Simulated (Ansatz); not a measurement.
**Electric field gradients in Te2Au**

All numbers below come from Ansatz, DFT PBEsol, scalar-relativistic, plane waves, PAW. Cutoff 420 eV, 12×12×8 k-points (Γ-centred), Fermi-Dirac smearing of 0.15 eV. No spin polarisation.

Equilibrium structure at this level:
```
CELL_PARAMETERS angstrom
3.59977 -2.07818 0.00121
3.59977 2.07818 0.00121
-0.00166 0.00000 5.09209
ATOMIC_POSITIONS crystal
Te 0.66656 0.66656 0.28884
Te 0.33344 0.33344 0.71116
Au 0.00000 0.00000 0.00000
```

In a metal these results depend on the k mesh and the smearing. Spin–orbit coupling is left out, which matters for gradients at heavy nuclei.

Question: Give V_zz (10²¹ V/m²) and the asymmetry η at each distinct site.

Answer:
| atom | V_zz | η |
| --- | --- | --- |
| Te (atom 1) | 4.34 | 0.01 |
| Au (atom 3) | 3.55 | 0.02 |

Cost: 1 run of about 0.79 core-minutes, on Intel Xeon Platinum 8259CL (Skylake/Cascade Lake) (shared hosts).